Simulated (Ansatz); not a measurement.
The relaxed structure here is a generated cell of ZrS2: the first start was made by placing the elements on the sites of a structure type, and the end was not matched to a known phase here, so it may be hypothetical. Known forms of ZrS2 include space group No. 164.

A relaxed structure of ZrS₂. Level of theory: PBEsol (plane waves to 420 eV, PAW, scalar-relativistic; Ansatz, an electronic-structure program).

```cif
data_S8Zr4
_chemical_formula_sum 'Zr4 S8'
_space_group_name_H-M_alt 'P 1'
_space_group_IT_number 1
_cell_length_a 6.81609
_cell_length_b 3.77801
_cell_length_c 8.11115
_cell_angle_alpha 90.000
_cell_angle_beta 90.000
_cell_angle_gamma 90.000
loop_
_space_group_symop_operation_xyz
  'x, y, z'
loop_
_atom_site_label
_atom_site_type_symbol
_atom_site_fract_x
_atom_site_fract_y
_atom_site_fract_z
_atom_site_occupancy
Zr1 Zr 0.75986 0.25000 0.62541 1
Zr2 Zr 0.25986 0.25000 0.87459 1
Zr3 Zr 0.24014 0.75000 0.37459 1
Zr4 Zr 0.74014 0.75000 0.12541 1
S1 S 0.63906 0.25000 0.92575 1
S2 S 0.13906 0.25000 0.57425 1
S3 S 0.36094 0.75000 0.07425 1
S4 S 0.86094 0.75000 0.42575 1
S5 S 0.52786 0.25000 0.34412 1
S6 S 0.02786 0.25000 0.15588 1
S7 S 0.47214 0.75000 0.65588 1
S8 S 0.97214 0.75000 0.84412 1
```

### Question
Find the space group and the Wyckoff positions (tolerance 0.01 Å).

### Answer
Space group Pnma (No. 62); a = 6.8161 Å, b = 3.7780 Å, c = 8.1112 Å, α = 90.00°, β = 90.00°, γ = 90.00°

| atom | site | symmetry | x | y | z |
|---|---|---|---|---|---|
| Zr | 4c | .m. | 0.2401 | 0.7500 | 0.3746 |
| S | 4c | .m. | 0.1391 | 0.2500 | 0.5743 |
| S | 4c | .m. | 0.0279 | 0.2500 | 0.1559 |

This is the AFLOW prototype A2B_oP12_62_2c_c (C23, as in PbCl2).

### Question
Give the shortest distances between elements (the closest pairs, up to four, under 3.6 Å).

### Answer
S–Zr 2.57 Å; S–S 2.93 Å.

```json
{
  "volume_per_atom": "17.41 Å³",
  "band_gap": "no clear gap: the sampled points leave 0.05 eV away from the symmetry points, which may be a band crossing missed between them",
  "smallest_direct_gap": "0.07 eV at Γ"
}
```

No spin polarisation in the result.

The run could not lose the symmetry of its start: the end is stationary, and may be a saddle point rather than a minimum.
